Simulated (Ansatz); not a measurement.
SiC in space group P6_422 (No. 181; Si on 3c, C on 3d), the program Ansatz at the r²SCAN level (PAW). The conduction-band minimum lies at M, with 3 equivalent valleys. Second derivatives d²E/dk² of the lowest band at one valley (eV·Å²), along Cartesian directions:

```json
[
 {"direction": "[100]", "d²E/dk²": "11.96"},
 {"direction": "[010]", "d²E/dk²": "17.30"},
 {"direction": "[001]", "d²E/dk²": "43.17"},
 {"direction": "[110]", "d²E/dk²": "14.60"},
 {"direction": "[101]", "d²E/dk²": "27.54"},
 {"direction": "[011]", "d²E/dk²": "30.22"}
]
```

Q: Find the principal effective masses, the density-of-states mass and the conductivity mass.

A: Off-diagonal terms follow from H_xy = H[110] − (H_xx + H_yy)/2, and m*/mₑ = 7.620 eV·Å² over each eigenvalue: 0.18, 0.44, 0.64. One valley's DOS mass (m₁m₂m₃)^(1/3) = 0.37, conductivity mass 3/(Σ 1/mᵢ) = 0.32 mₑ.

Q: What effective density of states Nc follows at 300 K for parabolic valleys?

A: Nc = 2.509e19 × 3 × (0.37)^(3/2) ≈ 1.7e19 cm⁻³.

The start of the workflow was typed in or built on a structure type; neither database checked (COD, Materials Project) lists it. It is not the phase usual at ambient conditions (space group No. 186, 216). The cell was relaxed with r²SCAN under the symmetry of its start; its stability against distortions is not shown here. Its formation energy is positive at this level, so the cell may be metastable or incomplete.

Potentials: the later of the program's two PAW sets.

Edges and masses are those of Kohn–Sham bands, whose gap is no quasiparticle gap.
